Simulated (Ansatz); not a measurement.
# LuSb (CsCl-type structure)

The computed numbers are results of PBEsol, scalar-relativistic (no spin polarisation) in the plane-wave PAW code Ansatz at 420 eV, Γ-centred 8×8×8 mesh, 0.05 eV Gaussian smearing. The datasets are Ansatz's generated set soft_2.

```yaml
crystal:
  lattice:
    - [3.67569, 0.00000, 0.00000]
    - [0.00000, 3.67569, 0.00000]
    - [0.00000, 0.00000, 3.67569]
  atoms:
    - { symbol: Lu, position: [0.00000, 0.00000, 0.00000] }
    - { symbol: Sb, position: [0.50000, 0.50000, 0.50000] }
```

This is a trial structure: such lanthanide and actinide compounds mostly take the rock-salt structure.

The cell is relaxed to zero pressure at this level.

Path: Γ–X–M–Γ–R–X | R–M, with Γ = (0.000, 0.000, 0.000), X = (0.000, 0.500, 0.000), M = (0.500, 0.500, 0.000), R = (0.500, 0.500, 0.500) in reciprocal vectors of the calculation's cell.

Q: Is it a metal or an insulator, and if it has a gap, where are the band edges on this path?

A: A metal: bands cross the Fermi level.

Levels between -5 and 2 eV from the Fermi level at the path's named points:
```tsv
point	below E_F (eV)	above E_F (eV)
Γ	-0.75 -0.75	0.35 0.35 0.35
X	-0.74 -0.74	0.09
M	-3.63 -3.63 -1.60	1.93 1.93
R	-4.20 -4.20 -4.20
```

Formal charges Lu³⁺, Sb³⁻ balance and leave closed shells on every ion, yet the run finds no gap: the anions' valence bands overlap the cations' empty bands by 0.6 eV on the mesh. A better functional would shrink the overlap, but with one this large it would likely leave a semimetal or metal.

For elements this heavy, spin–orbit coupling would shift levels and gaps; it isn't included here. A displaced or strained copy of the relaxed cell lay 1.1 meV/atom lower, so the structure isn't a true minimum at this level, unless the mesh, which matters in a metal, makes it so.
